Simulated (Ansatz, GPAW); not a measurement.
Given: the input of a run of Ansatz 0.2.0 on MgB. The cell comes from a database or a generator and needn't be the stable form of this composition.

Contents of input.yaml:

```yaml
crystal:
  lattice:
    - [2.89515, 0.0, 0.0]
    - [0.0, 2.89515, 0.0]
    - [0.0, 0.0, 2.89515]
  atoms:
    - { symbol: Mg, position: [0.0, 0.0, 0.0] }
    - { symbol: B, position: [0.5, 0.5, 0.5] }
hamiltonian:
  xc: pbe
  pseudopotentials: { kind: paw }
kpoints:
  mp_grid: { grid: [9, 9, 9] }
scf:
  occupations: { method: fermi_dirac, width: 0.05 }
basis:
  ecutwfc: "350 eV"
output:
  forces: true
  stress: true
  eigenvalues: true
  write_density: true
  write_potential: true
  elf: true
  volumetric_format: npy
```

Potentials or basis: Ansatz PAW.

Run with:

```console
$ ansatz run input.yaml --threads 2 --pin off --max-ram 5632MiB --backend cpu --events-out ev --progress --plain --runs-dir out
```

Problem. Translate it to GPAW 26.7.0. Potentials or basis there: GPAW PAW data sets (gpaw-data 1.2.1), cutoff 800 eV.

Solution. As run (cutoffs and basis follow the program's own potentials, and thresholds, step limits or extra output files can differ):

MgB.xyz

```xyz
2
Lattice="2.8951500000 0.0000000000 0.0000000000 0.0000000000 2.8951500000 0.0000000000 0.0000000000 0.0000000000 2.8951500000" Properties=species:S:1:pos:R:3 pbc="T T T"
Mg     0.0000000000      0.0000000000      0.0000000000
B      1.4475750000      1.4475750000      1.4475750000
```

Potentials or basis: GPAW PAW data sets (gpaw-data 1.2.1), pw.

Command:

```console
$ OMP_NUM_THREADS=1 gpaw run MgB.xyz -p 'mode=PW(800),xc=PBE,kpts={size:(9,9,9),gamma:True},occupations={name:fermi-dirac,width:0.05},nbands=15,convergence={density:1e-05,energy:1e-05},maxiter=150,txt=gpaw.txt' --properties efs -w gs.gpw
```

Both were run:

|  | Ansatz | GPAW |
| --- | --- | --- |
| Pressure | 0.2 GPa | -0.1 GPa |

Ansatz's pressure holds a Pulay term of +0.58 GPa for its cutoff of 350 eV, which the other run lacks.

Pressure is positive in compression.
